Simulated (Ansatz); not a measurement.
MoS₂ in space group R3m (No. 160; Mo on 3a, S on 3a, S on 3a) is relaxed with PBE+D3(BJ) in the plane-wave PAW code Ansatz. What lattice parameters of the conventional cell result?

a = 3.153 Å, c = 17.995 Å.

Give the free coordinates with the occupied sites.

In one choice of origin and axes:

| atom | site | symmetry | x | y | z |
|---|---|---|---|---|---|
| Mo | 3a | 3m | 0.0000 | 0.0000 | 0.0002 |
| S | 3a | 3m | 0.0000 | 0.0000 | 0.5800 |
| S | 3a | 3m | 0.0000 | 0.0000 | 0.7538 |

Is it a metal or does it have a gap at this level?

A gap of 0.76 eV, indirect.

The cell was relaxed with PBE+D3(BJ) under the symmetry of its start. The run is not spin-polarised. Spin–orbit coupling is left out wherever it is not named.

Potentials: the later of the program's two PAW sets.
